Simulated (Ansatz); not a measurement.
MgS: frozen-core PAW against all-electron methods

```xyz
2
Lattice="0.0000 2.6016 2.6277 2.6016 0.0000 2.6277 2.6016 2.6016 0.0000" Properties=species:S:1:pos:R:3 pbc="T T T"
Mg    0.0000    0.0000    0.0000
S     2.6016    2.6016    2.6277
```

Atoms are numbered in the order listed.

Conventional cell: a = 3.679 Å, b = 3.679 Å, c = 5.255 Å, α = 90.00°, β = 90.00°, γ = 90.00°. Mg (atom 1) is surrounded by 6 S at 2.60 to 2.63 Å. S (atom 2) has 6 Mg at 2.60 to 2.63 Å as nearest neighbours.

The cell is COD entry 9008672, as deposited and not checked against the literature; nothing was relaxed. The listed cell was then made from it by scaling, straining or moving an atom.

Methods: DFT, PBEsol, PAW with Ansatz's default frozen-core files, scalar-relativistic (Ansatz 0.2.0); DFT, PBEsol, all-electron PAW with datasets made for the crystal, scalar-relativistic (Ansatz 0.2.0); DFT, PBEsol, all-electron LAPW, scalar-relativistic (Ansatz 0.2.0).

For PAW: a Γ-centred 10×10×10 k mesh, Fermi–Dirac smearing of 0.03 eV, cutoff 420 eV, no spin polarisation; the PAW files were made with PBE, and the program remakes their frozen cores for this functional. The crystal-made all-electron datasets (AE datasets) take a cutoff of 200 eV at this cell. LAPW targets a basis error of 0.25 meV/atom. The Ansatz runs share mesh, smearing and spin set-up. Plane-wave (PAW) pressures include the program's estimate of the Pulay term.

Stress and pressure are positive in compression.

```tsv
quantity	PAW	AE datasets	LAPW
pressure (GPa)	-1.65	-1.67	-1.67
stress xx (GPa)	-1.32	-1.34	-1.34
stress zz (GPa)	-2.29	-2.31	-2.31
band gap (eV)	2.638	2.640	2.640
field gradient Vzz at Mg1 (10²¹ V/m²)	0.15	0.16	–
field gradient Vzz at S2 (10²¹ V/m²)	0.06	0.06	–
```

PAW's pressure differs from the LAPW value by +0.02 GPa.
